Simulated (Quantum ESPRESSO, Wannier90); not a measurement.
Tight-binding from DFT: MgPd (CsCl type)

Materials Project entry mp-506; symmetrised, unrelaxed at this level. COD (Crystallography Open Database) has an entry of this formula and space group (matched by these alone). Method: PBEsol plane waves in Quantum ESPRESSO 7.5 (PseudoDojo norm-conserving files, 68 Ry, no spin polarisation, no spin-orbit coupling), Bloch states on a 10×10×10 mesh through Γ, Wannier90 4.0.1. Density: 14×14×14 mesh, cold smearing 0.01 Ry.

On the energy scale of pw.x, whose zero is arbitrary, the Fermi level lies at 13.59 eV.

Input w.win:

```
num_bands = 3
num_wann = 3
exclude_bands = 1-2,6-26
num_iter = 1000
conv_tol = 1.0e-6
conv_window = 4
write_hr = true
write_u_matrices = true
auto_projections = true
begin unit_cell_cart
ang
    3.1553800000    0.0000000000    0.0000000000
    0.0000000000    3.1553800000    0.0000000000
    0.0000000000    0.0000000000    3.1553800000
end unit_cell_cart
begin atoms_frac
Mg   0.0000000000  0.0000000000  0.0000000000
Pd   0.5000000000  0.5000000000  0.5000000000
end atoms_frac
mp_grid = 10 10 10
begin kpoints
0.0000000000 0.0000000000 0.0000000000
0.0000000000 0.0000000000 0.1000000000
0.0000000000 0.0000000000 0.2000000000
... (997 more lines: the 10x10x10 mesh through Gamma)
end kpoints
```

Input of pw2wannier90.x that gives the overlap and projection files (equivalent; here they were cut from one run over all bands):

```
&inputpp
  outdir = './out'
  prefix = 'pwscf'
  seedname = 'w'
  write_amn = .true.
  write_mmn = .true.
  atom_proj = .true.
  atom_proj_exclude = 1 2 3 4 5 6 10 11 12 13 14
/
```

Output w.wout (banner and timings cut):

```
                                    ------
                                    SYSTEM
                                    ------

                              Lattice Vectors (Ang)
                    a_1     3.155380   0.000000   0.000000
                    a_2     0.000000   3.155380   0.000000
                    a_3     0.000000   0.000000   3.155380

                   Unit Cell Volume:      31.41630  (Ang^3)

                        Reciprocal-Space Vectors (Ang^-1)
                    b_1     1.991261   0.000000   0.000000
                    b_2     0.000000   1.991261   0.000000
                    b_3     0.000000   0.000000   1.991261

 *----------------------------------------------------------------------------*
 |   Site       Fractional Coordinate          Cartesian Coordinate (Ang)     |
 +----------------------------------------------------------------------------+
 | mg   1   0.00000   0.00000   0.00000   |    0.00000   0.00000   0.00000    |
 | pd   1   0.50000   0.50000   0.50000   |    1.57769   1.57769   1.57769    |
 *----------------------------------------------------------------------------*
                                ------------
                                K-POINT GRID
                                ------------

             Grid size = 10 x 10 x 10      Total points = 1000

 *---------------------------------- MAIN ------------------------------------*
 |  Number of Wannier Functions               :                 3             |
 |  Number of Objective Wannier Functions     :                 3             |
 |  Number of input Bloch states              :                 3             |
 |  Output verbosity (1=low, 5=high)          :                 1             |
 |  Timing Level (1=low, 5=high)              :                 1             |
 |  Optimisation (0=memory, 3=speed)          :                 3             |
 |  Length Unit                               :               Ang             |
 |  Post-processing setup (write *.nnkp)      :                 F             |
 |  Using Gamma-only branch of algorithms     :                 F             |
 *----------------------------------------------------------------------------*
 *------------------------------- WANNIERISE ---------------------------------*
 |  Total number of iterations                :              1000             |
 |  Number of CG steps before reset           :                 5             |
 |  Trial step length for line search         :             2.000             |
 |  Convergence tolerence                     :         0.100E-05             |
 |  Convergence window                        :                 4             |
 |  Iterations between writing output         :                 1             |
 |  Iterations between backing up to disk     :               100             |
 |  Write r^2_nm to file                      :                 F             |
 |  Write xyz WF centres to file              :                 F             |
 |  Write on-site energies <0n|H|0n> to file  :                 F             |
 |  Use guiding centre to control phases      :                 F             |
 |  Use phases for initial projections        :                 F             |
 *----------------------------------------------------------------------------*
 *-------------------------------- PLOTTING ----------------------------------*
 |  Plotting Hamiltonian in WF basis          :                 T             |
 *----------------------------------------------------------------------------*

       ... (k-mesh section left out)

 Starting a new Wannier90 calculation ...

 Reading overlaps from w.mmn

 Reading projections from w.amn

 *------------------------------- WANNIERISE ---------------------------------*
 +--------------------------------------------------------------------+<-- CONV
 | Iter  Delta Spread     RMS Gradient      Spread (Ang^2)            |<-- CONV
 +--------------------------------------------------------------------+<-- CONV

 ------------------------------------------------------------------------------
 Initial State
  WF centre and spread    1  (  1.577690,  1.577690,  1.577690 )     0.34644990
  WF centre and spread    2  (  1.577690,  1.577690,  1.577690 )     0.34644990
  WF centre and spread    3  (  1.577690,  1.577690,  1.577690 )     0.34644990
  Sum of centres and spreads (  4.733070,  4.733070,  4.733070 )     1.03934969

      0     0.104E+01     0.0000000000        1.0393496910  <-- CONV
        O_D=      0.0000000 O_OD=      0.0000001 O_TOT=      1.0393497 <-- SPRD
 ------------------------------------------------------------------------------
      1    -0.178E-14     0.0000005162        1.0393496910  <-- CONV
        O_D=      0.0000000 O_OD=      0.0000001 O_TOT=      1.0393497 <-- SPRD
      2    -0.333E-14     0.0000005151        1.0393496910  <-- CONV
        O_D=      0.0000000 O_OD=      0.0000001 O_TOT=      1.0393497 <-- SPRD
      3    -0.533E-14     0.0000005129        1.0393496910  <-- CONV
        O_D=      0.0000000 O_OD=      0.0000001 O_TOT=      1.0393497 <-- SPRD
      4    -0.666E-14     0.0000005096        1.0393496910  <-- CONV
        O_D=      0.0000000 O_OD=      0.0000001 O_TOT=      1.0393497 <-- SPRD
             <<<     Delta < 1.000E-06  over  4 iterations     >>>
             <<< Wannierisation convergence criteria satisfied >>>
 Final State
  WF centre and spread    1  (  1.577690,  1.577690,  1.577690 )     0.34644990
  WF centre and spread    2  (  1.577690,  1.577690,  1.577690 )     0.34644990
  WF centre and spread    3  (  1.577690,  1.577690,  1.577690 )     0.34644990
  Sum of centres and spreads (  4.733070,  4.733070,  4.733070 )     1.03934969

         Spreads (Ang^2)       Omega I      =     1.039349603
        ================       Omega D      =     0.000000000
                               Omega OD     =     0.000000088
    Final Spread (Ang^2)       Omega Total  =     1.039349691
```
